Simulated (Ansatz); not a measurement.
V:
```
V
1.0
   -1.46297     1.46297     1.46297
    1.46297    -1.46297     1.46297
    1.46297     1.46297    -1.46297
V
1
Direct
  0.00000   0.00000   0.00000
```

Relaxed with LDA. Special points in fractions of this cell's reciprocal vectors: Γ (0.000, 0.000, 0.000); H (0.500, -0.500, 0.500); N (0.000, 0.000, 0.500); P (0.250, 0.250, 0.250).

**Question.** List the band energies nearest the Fermi level at these points for LDA (plane waves, PAW; program Ansatz).

**Answer.** In eV from the Fermi level; about four levels below and three above (degenerate sets whole), none deeper than 8.9 eV; … stands for higher levels left out; points with the same levels are listed once.

| k | below | above |
|---|---|---|
| Γ | -6.67 | 0.40 0.40 0.40 |
| H | -3.36 -3.36 | … |
| N | -3.44 -1.30 | 2.01 2.62 … |
| P | -1.17 -1.17 -1.17 | … |

Space group Im-3m (bcc (W type)). The LDA relaxation kept the symmetry of its start. The workflow began spin-polarised and lost its moments.

Potentials: the earlier of the program's two PAW sets.
